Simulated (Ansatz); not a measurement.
InSb3: do energies and stresses tell the same story?

The calculation used DFT PBEsol+D3(BJ), scalar-relativistic, plane waves, PAW in Ansatz 0.2.0.

Settings: cutoff 420 eV, Γ-centred mesh 10×10×10 on the computed 4-atom cell, Gaussian smearing of 0.10 eV; no spin polarisation.

Relaxed cell: Fm-3m, a = 7.324 Å, b = 7.324 Å, c = 7.324 Å, α = 90.00°, β = 90.00°, γ = 90.00°, 4 atoms in the primitive cell. Whether it is the stable form of this composition wasn't checked.

Energies at zero smearing and pressures from the stress tensor, at volumes with shape and atoms relaxed:
```csv
V (Å³/atom),E − E(first) (meV/atom),P (GPa)
21.609,0.00,12.41
22.345,-47.67,8.47
23.082,-78.76,5.15
23.819,-95.84,2.35
24.555,-101.05,0.00
25.292,-96.33,-1.97
26.029,-83.31,-3.62
27.011,-55.21,-5.43
```

Q: Check P = −dE/dV between neighbouring volumes, and get the bulk modulus from the pressures alone.

A: With 1 eV/Å³ = 160.2 GPa:
| middle V (Å³/atom) | −ΔE/ΔV (GPa) | mean P (GPa) |
| --- | --- | --- |
| 21.977 | 10.368 | 10.437 |
| 22.714 | 6.761 | 6.808 |
| 23.450 | 3.714 | 3.749 |
| 24.187 | 1.134 | 1.174 |
| 24.924 | -1.027 | -0.985 |
| 25.660 | -2.830 | -2.793 |
| 26.520 | -4.584 | -4.522 |

The two differ by 0.07 GPa at most. The mean of two end pressures misses the average over a step by about ΔV² P″/12, up to 0.05 GPa here; with that taken off 0.03 GPa remains. The stress is the derivative of the free energy, not of the energy at zero smearing, and with free energies 0.00 GPa remains. Around V = 24.555 Å³/atom, the two neighbours give B = −V ΔP/ΔV = 24.555 × 4.32 / 1.473 = 72.0 GPa, against B0 = 71.7 GPa from the Birch–Murnaghan fit of the energies.

Cost: 9 runs of about 1.2 core-minutes in all, on Intel Xeon 6975P-C (Granite Rapids) (shared hosts).